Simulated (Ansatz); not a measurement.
Given:

MgO:
```cif
data_Mg4O4
_chemical_formula_sum 'Mg4 O4'
_space_group_name_H-M_alt 'P 1'
_space_group_IT_number 1
_cell_length_a 5.49846
_cell_length_b 5.49846
_cell_length_c 3.26668
_cell_angle_alpha 90.000
_cell_angle_beta 90.000
_cell_angle_gamma 90.000
loop_
_space_group_symop_operation_xyz
  'x, y, z'
loop_
_atom_site_label
_atom_site_type_symbol
_atom_site_fract_x
_atom_site_fract_y
_atom_site_fract_z
_atom_site_occupancy
Mg1 Mg 0.32089 0.67911 0.00000 1
Mg2 Mg 0.67911 0.32089 0.00000 1
Mg3 Mg 0.82089 0.82089 0.50000 1
Mg4 Mg 0.17911 0.17911 0.50000 1
O1 O 0.31635 0.31635 0.00000 1
O2 O 0.68365 0.68365 0.00000 1
O3 O 0.18365 0.81635 0.50000 1
O4 O 0.81635 0.18365 0.50000 1
```

This is the r²SCAN-relaxed structure.

All from plane-wave PAW r²SCAN (Ansatz code), unless another level is named. Estimate the HSE06 gap on the r²SCAN cell.

5.12 eV.

Next, the conduction-band minimum?

at Γ.

What about the weight of the valence-edge state by species (Voronoi cells)?

O 93 %, Mg 7 %.

What about the weight of the conduction-edge state by species (Voronoi cells)?

Mg 51 %, O 49 %.

Space group P4_2/mnm. The start of the workflow was typed in or built on a structure type; neither database checked (COD, Materials Project) lists it. It is not the phase usual at ambient conditions (space group No. 225). Symmetry was held in the r²SCAN relaxation; whether a distortion lowers the energy is not shown.

Potentials: the later of the program's two PAW sets.
